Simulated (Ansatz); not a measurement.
An Ansatz (a first-principles code) run. Input:

Ansatz 0.2 input:
```yaml
crystal:
  lattice:
    - [4.6383223708, 0.0, 0.0]
    - [0.0, 4.6383223708, 0.0]
    - [0.0, 0.0, 3.0624278257]
  atoms:
    - { symbol: Mg, position: [0.5, 0.5, 0.5] }
    - { symbol: Mg, position: [0.0, 0.0, 0.0] }
    - { symbol: F, position: [0.6966000789, 0.6966000789, 0.0] }
    - { symbol: F, position: [0.3033999211, 0.3033999211, 0.0] }
    - { symbol: F, position: [0.8033999211, 0.1966000789, 0.5] }
    - { symbol: F, position: [0.1966000789, 0.8033999211, 0.5] }
kpoints:
  mp_grid: { grid: [4, 4, 5] }
hamiltonian:
  xc: hse06
  pseudopotentials: { kind: paw }
scf:
  n_extra_bands: 6
  occupations: { method: fixed }
output:
  eigenvalues: true
  eigenstates:
    e_range: [-9.0, 18.3]
    kpoints:
      - [0.0, 0.0, 0.0]  # VBM
      - [0.0, 0.0, 0.0]  # CBM
      - [0.0, 0.0, 0.0]  # GAMMA
      - [0.0, 0.0, 0.5]  # Z
      - [0.5, 0.5, 0.0]  # M
      - [0.5, 0.5, 0.5]  # A
      - [0.0, 0.5, 0.5]  # R
      - [0.0, 0.5, 0.0]  # X
```

Output (shortened):

```
Pseudopotential: Mg, paw, valence charge 10
Pseudopotential: F, paw, valence charge 7
Functional definition: HSE06
davidson cushion auto → on  (no smearing: the cushion is to keep the highest requested band from converging to the state above it …
Crystal: 6 atoms, lattice volume = 65.885 Å³
Basis set: ecut = 420 eV, 1259 PW (Γ)
Bands: 30, of which v1, the nominal top of the filled ones, is band 24 counted from 1 (23 counted from 0)
Symmetry: 16 space group operations
Space group: P42/mnm (ITA 136), of the structure as read, at distance tolerance 4.0e-5 Å
k-points: 18 of 80
SCF iter   1: F=—  HF=-7091.087441 eV  |F-HF|=—  |Δ(HF+E_count)|=         —  Δρ=7.24e-4  dr2=1.97e-4  ethr=1.77e-3  ⟨swp⟩=2.0  Hψ=3672  notcnv=0
preconditioner: auto → none
SCF iter   2: F=-7091.088001 eV  HF=-7091.087860 eV  |F-HF|=1.40e-4  |Δ(HF+E_count)|=   4.19e-4  Δρ=3.34e-4  dr2=3.87e-5  ethr=4.11e-7  ⟨swp⟩=5.0  Hψ=1684  notcnv=0  defer=11
SCF 1 stopped early in 2 iterations: F = -7091.088001 eV  dr2 = 3.87e-5
Crystal: 6 atoms, lattice volume = 65.885 Å³
Exchange kernel: α = 0.2500, screened, ω = 0.2079 Å⁻¹, Wigner–Seitz truncation, v(0) = 1039.0368 eV·Å³, q-mesh 4×4×5, nearest image of the exchange supercell L …
Frozen-core exchange: fock
SCF iter   1: F=—  HF=-7091.300161 eV  |F-HF|=—  |Δ(HF+E_count)|=         —  Δρ=8.27e-3  dr2=3.84e-2  ethr=8.06e-7  ⟨swp⟩=6.8  Hψ=2666  notcnv=0
preconditioner: auto → none
SCF iter   2: F=—  HF=-7091.288621 eV  |F-HF|=—  |Δ(HF+E_count)|=   1.15e-2  Δρ=4.84e-3  dr2=4.65e-3  ethr=8.06e-7  ⟨swp⟩=4.2  Hψ=2058  notcnv=0
SCF iter   3: F=—  HF=-7091.297280 eV  |F-HF|=—  |Δ(HF+E_count)|=   8.66e-3  Δρ=1.99e-3  dr2=1.76e-3  ethr=8.06e-7  ⟨swp⟩=3.9  Hψ=1765  notcnv=0
SCF iter   4: F=—  HF=-7091.296745 eV  |F-HF|=—  |Δ(HF+E_count)|=   5.34e-4  Δρ=4.80e-4  dr2=1.21e-4  ethr=8.06e-7  ⟨swp⟩=3.0  Hψ=1574  notcnv=0
SCF iter   5: F=—  HF=-7091.296849 eV  |F-HF|=—  |Δ(HF+E_count)|=   1.03e-4  Δρ=2.65e-4  dr2=3.34e-5  ethr=2.13e-7  ⟨swp⟩=3.4  Hψ=1308  notcnv=0  defer=2
iter 6 solved again at ethr=3.25e-10 eV; its pass at ethr=6.37e-8 eV (dr2=1.56e-7 eV) is discarded
SCF iter   6: F=-7091.296839 eV  HF=-7091.296839 eV  |F-HF|=1.16e-7  |Δ(HF+E_count)|=   9.58e-6  Δρ=2.60e-5  dr2=3.01e-6  ethr=3.25e-10  ⟨swp⟩=4.1  Hψ=3050  notcnv=0
SCF 2 stopped early in 6 iterations: F = -7091.296839 eV  dr2 = 3.01e-6
hybrid outer 1: dexx = +1.084e-2 eV, tail = 8.98e-5 eV
Crystal: 6 atoms, lattice volume = 65.885 Å³
Exchange kernel: α = 0.2500, screened, ω = 0.2079 Å⁻¹, Wigner–Seitz truncation, v(0) = 1039.0368 eV·Å³, q-mesh 4×4×5, nearest image of the exchange supercell L …
Frozen-core exchange: fock
SCF iter   1: F=—  HF=-7091.297096 eV  |F-HF|=—  |Δ(HF+E_count)|=         —  Δρ=5.37e-5  dr2=1.24e-6  ethr=9.35e-7  ⟨swp⟩=2.8  Hψ=1216  notcnv=0
preconditioner: auto → none
SCF iter   2: F=—  HF=-7091.297096 eV  |F-HF|=—  |Δ(HF+E_count)|=   3.22e-7  Δρ=2.64e-5  dr2=1.85e-7  ethr=2.21e-9  ⟨swp⟩=4.0  Hψ=1795  notcnv=0
SCF iter   3: F=-7091.297096 eV  HF=-7091.297096 eV  |F-HF|=6.47e-8  |Δ(HF+E_count)|=   1.20e-7  Δρ=1.48e-5  dr2=8.52e-8  ethr=3.36e-10  ⟨swp⟩=3.1  Hψ=1586  notcnv=0
SCF 3 converged in 3 iterations: F = -7091.297096 eV  dr2 = 8.52e-8
hybrid outer 2: dexx = +3.719e-7 eV, tail = 2.18e-7 eV, Δε = 2.48e-3 eV (about 2.49e-4 eV left of the loop's levels)
the search or the solves at the SCF's close seem to have found levels that the self-consistency loop had missed (the run counts 1) …
NSCF: frozen V_eff on 8 k-points
hybrid SCF converged: 2 outer / 9 inner (+2 warm-up), last move |dexx| = 3.72e-7 eV, tail = 2.18e-7 eV
Stability not checked (fock_operator)
Free energy (F): -7091.297096 eV
Frozen-core exchange: fock
Harris-Foulkes:  -7091.297096 eV  (|F-HF|=6.47e-8)
Internal energy: -7091.297096 eV  (E = F + TS)
E sigma→0 (E₀):  -7091.297096 eV
Fermi energy:    0.567812 eV
--- Per-component energies (eV) ---
  E_band       = -959.762862
  E_kinetic    = 994.614178
  E_local      = -5330.971092  (includes V_loc(G=0)·N_el)
  E_nonlocal   = 477.174282
  E_hartree    = 1926.650612
  E_xc         = -305.585705
  E_vxc        = -388.740379  (∫ρ·V_xc dr)
  E_exx        = -210.917151  (= α·E_x^exact, valence–valence)
  E_paw        = -1253.280340  (= ΣΔE_a)
  E_vpaw       = -143.327741  (= ΣTr[D̂ρ^β])
  E_aug_tail   = 0.008343  (compensation charges beyond the density's cutoff)
  E_ewald      = -3388.799669
  E_core_change = -0.190554  (= ΣΔE_core)
  E_smearing   =  0.000000  (= −TS)
  E_closure    =  0.000000  (closes the sum)
  Σ components = -7091.297096   (vs F -7091.297096, Δ=-9.09e-13)
  [band-id]    e_kinetic+e_local+e_nonlocal+2·e_hartree+e_vxc+2·e_exx+e_vpaw+e_augmentation_tail = -959.775487   (vs E_band -959.762862, Δ=-1.26e-2)
--- Band table (eV; the first three rows and the last of 18) ---
  k-point 0: bands = ["-74.1223", "-74.1215", "-39.0543", "-39.0543", "-39.0291", "-39.0291", "-39.0256", "-39.0215", "-21.6916", "-20.8537", "-20.8537", "-20.7952", "-3.5397", "-1.9698", "-1.5237", "-1.5237", "-1.3349", "-1.2850", "-0.6303", "-0.6303", …
  k-point 1: bands = ["-74.1215", "-74.1208", "-39.0499", "-39.0499", "-39.0405", "-39.0373", "-39.0289", "-39.0289", "-21.5480", "-20.8333", "-20.8333", "-20.8154", "-3.2908", "-1.7020", "-1.6637", "-1.4412", "-1.4100", "-1.4100", "-0.9293", "-0.9293", …
  k-point 2: bands = ["-74.1200", "-74.1198", "-39.0642", "-39.0630", "-39.0420", "-39.0420", "-39.0295", "-39.0295", "-21.2228", "-20.9383", "-20.7999", "-20.7999", "-2.7181", "-2.0608", "-1.9921", "-1.6142", "-1.5737", "-1.5737", "-1.0131", "-0.9051", …
  k-point 17: bands = ["-74.1199", "-74.1199", "-39.0636", "-39.0636", "-39.0423", "-39.0423", "-39.0295", "-39.0295", "-21.0324", "-21.0324", "-20.8436", "-20.8436", "-3.1391", "-3.1391", "-2.3940", "-2.3940", "-0.8741", "-0.8741", "-0.7836", "-0.7836", …
```

Cost: around 70 core-seconds (rough) on shared cores.

The points marked VBM and CBM come from a semilocal run.

Space group P4_2/mnm (rutile). Symmetry was held in the PBEsol relaxation.

Potentials: the later of the program's two PAW sets.

Ansatz is a plane-wave DFT program.
